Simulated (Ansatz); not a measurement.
Li4Nb6O18Zn:
```cif
data_Li4Nb6O18Zn
_chemical_formula_sum 'Li4 Nb6 O18 Zn1'
_space_group_name_H-M_alt 'P3'
_space_group_IT_number 143
_space_group_name_Hall 'P 3'
_cell_length_a 5.16341
_cell_length_b 5.16341
_cell_length_c 13.89371
_cell_angle_alpha 90.000
_cell_angle_beta 90.000
_cell_angle_gamma 120.000
loop_
_atom_site_label
_atom_site_type_symbol
_atom_site_symmetry_multiplicity
_atom_site_Wyckoff_symbol
_atom_site_fract_x
_atom_site_fract_y
_atom_site_fract_z
_atom_site_occupancy
Li1 Li 1 c 0.66667 0.33333 0.55809 1
Li2 Li 1 b 0.33333 0.66667 0.38769 1
Li3 Li 1 b 0.33333 0.66667 0.88239 1
Li4 Li 1 a 0.00000 0.00000 0.72251 1
Nb1 Nb 1 b 0.33333 0.66667 0.16303 1
Nb2 Nb 1 c 0.66667 0.33333 0.33916 1
Nb3 Nb 1 a 0.00000 0.00000 0.50400 1
Nb4 Nb 1 b 0.33333 0.66667 0.66903 1
Nb5 Nb 1 c 0.66667 0.33333 0.83634 1
Nb6 Nb 1 a 0.00000 0.00000 0.99409 1
O1 O 3 d 0.26009 0.31664 0.10466 1
O2 O 3 d 0.00819 0.37048 0.27295 1
O3 O 3 d 0.34247 0.29528 0.43691 1
O4 O 3 d 0.03777 0.32397 0.60232 1
O5 O 3 d 0.00741 0.62562 0.76744 1
O6 O 3 d 0.33390 0.03461 0.93000 1
Zn1 Zn 1 a 0.00000 0.00000 0.21722 1
```

Relaxed with r²SCAN.

Problem. Which orbitals make up the states near the band edges in plane-wave PAW r²SCAN (Ansatz code)?

Solution. Top 1 eV of the valence band: O 2p 93 %. Bottom 1 eV of the conduction band: Nb 4d 77 %, O 2p 18 %. Projections are on Löwdin-orthogonalised atomic valence shells; empty p or d shells of many metals are not among them.

Problem. Tabulate the density of states.

Solution. States/eV per cell of 29 atoms, in 0.25 eV bins, energy from the valence-band maximum.

```csv
E (eV),total,O 2p,Nb 4d,Zn 3d
-5.60,0.00,0.00,0.00,0.00
-5.35,6.56,3.88,1.58,0.43
-5.10,14.05,6.63,2.61,4.29
-4.85,24.75,10.97,4.27,8.82
-4.60,24.66,12.57,5.44,5.74
-4.35,21.77,11.98,4.77,4.16
-4.10,21.19,12.54,4.76,2.92
-3.85,16.80,10.39,3.62,1.94
-3.60,21.26,13.71,4.43,2.02
-3.35,18.68,12.74,3.61,1.32
-3.10,20.70,14.46,3.74,1.40
-2.85,19.90,14.43,3.43,1.03
-2.60,19.95,14.89,3.22,0.85
-2.35,19.59,15.15,2.84,0.65
-2.10,17.66,14.21,2.13,0.46
-1.85,17.96,14.90,1.76,0.41
-1.60,21.50,18.42,1.71,0.37
-1.35,24.76,21.67,1.68,0.40
-1.10,27.92,25.04,1.57,0.32
-0.85,31.76,29.10,1.35,0.35
-0.60,35.46,33.13,1.03,0.43
-0.35,26.17,24.45,0.58,0.58
-0.10,18.96,17.50,0.32,0.80
0.15,0.00,0.00,0.00,0.00
0.40,0.00,0.00,0.00,0.00
0.65,0.00,0.00,0.00,0.00
0.90,0.00,0.00,0.00,0.00
1.15,0.00,0.00,0.00,0.00
1.40,0.00,0.00,0.00,0.00
1.65,0.00,0.00,0.00,0.00
1.90,0.00,0.00,0.00,0.00
2.15,0.00,0.00,0.00,0.00
2.40,0.00,0.00,0.00,0.00
2.65,0.00,0.00,0.00,0.00
2.90,0.00,0.00,0.00,0.00
3.15,0.00,0.00,0.00,0.00
3.40,0.00,0.00,0.00,0.00
3.65,10.07,1.36,8.37,0.01
3.90,13.94,2.39,10.79,0.02
4.15,16.00,3.02,12.15,0.01
4.40,13.66,2.80,9.97,0.01
4.65,11.98,2.70,8.50,0.00
4.90,21.40,5.19,14.75,0.01
5.15,21.50,5.56,14.29,0.01
5.40,18.15,4.96,11.72,0.00
5.65,13.46,3.85,8.35,0.00
5.90,3.83,1.12,2.29,0.00
6.15,0.00,0.00,0.00,0.00
6.40,0.00,0.00,0.00,0.00
6.65,0.02,0.00,0.00,0.00
6.90,1.30,0.21,0.17,0.00
7.15,1.59,0.26,0.32,0.00
7.40,3.04,0.51,1.03,0.00
7.65,2.05,0.37,0.83,0.00
7.90,12.31,2.12,7.02,0.00
8.15,13.18,2.41,7.34,0.00
8.40,11.07,2.09,5.72,0.00
```

The start of the workflow was typed in or built on a structure type; neither database checked (COD, Materials Project) lists it. Its standing as an ambient phase is unchecked. The cell was relaxed with r²SCAN under the symmetry of its start; whether a distortion lowers the energy is not shown. No spin polarisation was allowed. Scalar-relativistic: spin–orbit coupling is off unless named, which matters more the heavier the elements.

Potentials: the later of the program's two PAW sets.
